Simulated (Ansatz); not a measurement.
Au (fcc, Cu type)

```xyz
2
Lattice="0.0000 4.1573 4.1573 2.0786 0.0000 2.0786 2.0786 2.0786 0.0000" Properties=species:S:1:pos:R:3 pbc="T T T"
Au     0.0000     0.0000     0.0000
Au     2.0786     2.0786     4.1573
```

The atoms are displaced by Q × the pattern below (from a DFPT mode at L = (0.5, 0.0, 0.0), largest move 1; Q in Å), at fixed cell. (q is in reciprocal vectors of the primitive cell; the cell shown is doubled to hold the pattern.)

```json
[
 {"atom": "Au1", "x": "-0.577", "y": "0.577", "z": "0.577"},
 {"atom": "Au2", "x": "0.577", "y": "-0.577", "z": "-0.577"}
]
```

Computed with PBE (plane waves to 420 eV, PAW, scalar-relativistic; Ansatz, a first-principles code). k mesh 19×19×19 (Γ-centred), Fermi-Dirac smearing 0.05 eV. The energy includes the smearing's −TS. Stress and pressure are positive under compression. With partly filled bands, energies and forces of such displacements shift with the k mesh and the smearing. Au was relaxed with its symmetry unable to fall. Spin-orbit coupling is left out, though Au is heavy. The PAW data are Ansatz's earlier set. The zero of ΔE is the undisplaced structure.

```
Q (Å)   ΔE (meV/cell)  −dE/dQ from forces (eV/Å)  P (GPa)
------  -------------  -------------------------  -------
-0.180            504                      6.237     11.4
-0.150            338                      4.876      7.8
-0.120            210                      3.690      4.9
-0.090            115                      2.644      2.7
-0.060             50                      1.705      1.2
-0.030             12                      0.836      0.3
0.000               0                      0.000      0.0
0.030              12                     -0.836      0.3
0.060              50                     -1.705      1.2
0.090             115                     -2.644      2.7
0.120             210                     -3.690      4.9
0.150             338                     -4.876      7.8
0.180             504                     -6.237     11.4
```

What the scan shows:

| Item | Result |
|---|---|
| Energy at Q = 0.180 Å | 504 meV/cell |
| Space group of the distorted cell | R-3m (No. 166), lowered from Fm-3m |
| Symmetry of the curve | even: the same for both signs |
| Shape of the curve | a single well with its minimum at or next to zero displacement |
| Harmonic wavenumber from the curvature (finite differences) | 138 cm⁻¹ |
| Wavenumber by perturbation theory (DFPT, on another k mesh) | 137 cm⁻¹ |

(A displaced cell: forces are minus the slopes of the energy, force constants its curvatures, and phonons follow from these.)
